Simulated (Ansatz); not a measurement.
Given:

Ru:
```
Ru
1.0
    2.48011     0.00000     0.00000
    0.00000     2.48011     0.00000
    0.00000     0.00000     2.48011
Ru
1
Direct
  0.00000   0.00000   0.00000
```

This is the PBEsol-relaxed structure.

### Question
All from the program Ansatz at the PBEsol level (PAW), unless another level is named. Estimate the density of states at the Fermi level.

### Answer
1.3 states/eV per atom (mean over ±0.08 eV).

### Question
Predict the gap with spin–orbit coupling.

### Answer
none (metallic).

Space group Pm-3m (simple cubic). The cell is a constructed one: a structure type filled with these elements; neither database checked (COD, Materials Project) lists it. It is not the phase usual at ambient conditions (space group No. 194). The cell was relaxed with PBEsol under the symmetry of its start; its stability against distortions is not shown here. No spin polarisation was allowed. Scalar-relativistic: spin–orbit coupling is off unless named, which matters more the heavier the elements.

Potentials: the later of the program's two PAW sets.
